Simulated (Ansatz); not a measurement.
Values for one crystal, relaxed and computed with plane-wave PAW PBEsol (Ansatz code); other levels are named.

```yaml
volume_per_atom: 14.50 Å³
electronic_character: metallic (no gap)
Bulk modulus (Birch–Murnaghan fit): 165 GPa
Gap with spin–orbit coupling: none (metallic)
highest_zone_centre_frequency: 220 cm^-1
hill_bulk_and_shear_moduli: 168 and 35.7 GPa
Young's modulus: 100 GPa
```

Task: Which compound is it?
(A) CuAu3, Cu3Au type
(B) CuAu, R-3m (Cu on 3b, Au on 3a)
(C) K2Au3, Immm (Au on 2a, Au on 4h, K on 4j)
(D) TiAl, R-3m (Al on 3a, Ti on 3b)

Result: B, CuAu, R-3m (Cu on 3b, Au on 3a)

The first step of the workflow began from a Materials Project structure, measured or hypothetical; the Crystallography Open Database copy checked does not list it. It is not the phase usual at ambient conditions (space group No. 123). The cell was relaxed with PBEsol under the symmetry of its start; its stability against distortions is not shown here. The run is not spin-polarised. As this level gives no gap, shear constants depend on the k-mesh and smearing (Fermi–Dirac, 0.1 eV here). As this level gives no gap, phonon frequencies hold no LO–TO term and depend on the k-mesh and smearing (Fermi–Dirac, 0.1 eV here). Scalar-relativistic: spin–orbit coupling is off unless named, which matters more the heavier the elements.

Potentials: the later of the program's two PAW sets.
